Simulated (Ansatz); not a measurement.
A geometry of Ga2O3 away from equilibrium: the start of the relaxation of a generated cell, Ga2O3 built in the A-La2O3 structure type. Level of theory: PBEsol (plane waves to 420 eV, PAW, scalar-relativistic; Ansatz, a program for electronic structure). Γ-centred k-mesh 8×8×5 on the run's cell (coarser than for final values), Fermi–Dirac smearing 0.05 eV.

```xyz
5
Lattice="3.2317 0.0000 0.0000 -1.6159 2.7987 0.0000 0.0000 0.0000 5.0355" Properties=species:S:1:pos:R:3 pbc="T T T"
Ga     0.0000     1.8658     1.2423
Ga     1.6159     0.9329     3.7932
O      0.0000     0.0000     0.0000
O      0.0000     1.8658     3.2580
O      1.6159     0.9329     1.7775
```

Q: Give the Cartesian forces on all atoms (eV/Å).

A: 
```csv
atom,Fx,Fy,Fz
Ga1,0.00,0.00,0.20
Ga2,0.00,0.00,-0.20
O3,0.00,0.00,0.00
O4,0.00,0.00,1.30
O5,0.00,0.00,-1.30
```

Q: What is the pressure?

A: +10.1 GPa, compression positive.

Q: How much energy per atom can still be gained by relaxing?

A: 0.26 eV/atom; the path ends in P-3m1 (No. 164).

No spin polarisation in the result.

The run could not lose the symmetry of its start: the end is stationary, and may be a saddle point rather than a minimum.

The end of the path is a generated cell of Ga2O3: the first start was made by placing the elements on the sites of a structure type, and the end was not matched to a known phase here, so it may be hypothetical. Known forms of Ga2O3 include space group No. 12, 167.
